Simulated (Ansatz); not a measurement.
**KErTe2: computed property card**

KErTe₂:
```
CELL_PARAMETERS angstrom
      2.22778     1.28621     8.18918
     -2.22778     1.28621     8.18918
      0.00000    -2.57242     8.18918
ATOMIC_POSITIONS crystal
  K  0.50000 0.50000 0.50000
  Er 0.00000 0.00000 0.00000
  Te 0.26388 0.26388 0.26388
  Te 0.73612 0.73612 0.73612
```
The run is spin-polarised; directions of the spins, atom by atom: 0 ↑ 0 0.

Space group R-3m (No. 166); conventional cell a = b = 4.4556 Å, c = 24.5675 Å, α = β = 90.00°, γ = 120.00°.

Method: DFT-r²SCAN in the program Ansatz with PAW potentials. The cell and atoms are relaxed at this level. Other levels are named where they apply.

### Cell and energy

- Volume per atom: 35.20 Å³
- Density: 5.44 g/cm³

### Electronic structure

- Band gap = 0.31 eV (indirect)
- Valence-band maximum = at Γ
- Conduction-band minimum = at F (3 equivalent valleys)
- Smallest direct gap on the standard path = 0.41 eV

### Magnetism

- Magnetic order = ferromagnetic
- Net moment = 0.75 μB per atom

The workflow started from an entry of the Crystallography Open Database (COD). Whether it is the stable phase at ambient conditions was not checked. The r²SCAN relaxation kept the symmetry of its start; its stability against distortions is not shown here. The final state is ferromagnetic, the only order run, not a proven ground state. The cell computed holds one magnetic atom, so no antiferromagnetic order was within reach. Caveat: open 4f shells can settle in a state that is not the lowest. Other orbital occupations within this spin state were not tried. No Hubbard U is applied. Scalar-relativistic: spin–orbit coupling is off unless named, which matters more the heavier the elements.

Potentials: the later of the program's two PAW sets.
